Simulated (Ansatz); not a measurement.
Slab of bcc Cr (110), 2 layers

The slab is cut from the bcc crystal, the stable phase, as relaxed on PAW files (11.15 Å³/atom), with 16 Å of vacuum and a dipole correction:

```yaml
crystal:
  lattice:
    - [2.43766, 0.00000, 0.00000]
    - [-0.81255, 2.29825, 0.00000]
    - [0.00000, 0.00000, 17.99030]
  atoms:
    - { symbol: Cr, position: [0.25000, 0.25000, 0.44468] }
    - { symbol: Cr, position: [0.75000, 0.75000, 0.55532] }
```

Level of theory: DFT with PBEsol, scalar-relativistic, in Ansatz 0.2.0; a Γ-centred 18×18×1 k mesh, Fermi–Dirac smearing of 0.08 eV, spin-polarised from start moments Cr1 2, Cr2 2 μB. LAPW: all electrons, basis error target 1 meV/atom; PAW: frozen-core files, cutoff 420 eV.

The bulk energy comes from a cell in the slab's orientation on a 18×18×10 mesh. The surface energy is (E(slab) − N·E(bulk))/2A at zero smearing, the mean of both faces; thin slabs carry quantum-size effects.

Antiferromagnetic order, which Cr and Mn prefer near zero pressure, wasn't tried. The start moments died away, and the runs ended non-magnetic. The PAW files were made under PBE. The cell is 1×1, so reconstructions are forbidden, and in slabs of four or five layers the relaxations can be far larger than at a real surface.

Question: As cut, the LAPW slab lies 2.547 eV above 2 atoms of bulk. What surface energy is that?

Answer: Over two faces of 5.60 Å² it is 227.3 meV/Å², and times 16.02 J/m² per eV/Å² that gives γ = 3.642 J/m².

```
method  γ as cut (J/m²)  γ relaxed (J/m²)  Φ as cut (eV)  Φ relaxed (eV)
  LAPW            3.642             3.469           4.95            4.77
   PAW            3.638             3.466           4.95            4.77
```

Question: How do the spacings between the planes relax?

Answer: From the bottom face up: d12 -10.5 % of 1.990 Å.

Question: What changes if the vacuum is set to 11 Å?

Answer: LAPW then gives: no gap, work function 4.77 eV; PAW: no gap, work function 4.77 eV. The program warns that the vacuum is too thin.

Question: What changes if the images along the normal are cut off in place of the dipole correction?

Answer: LAPW then gives: no gap, work function 4.77 eV; PAW: no gap, work function 4.77 eV.
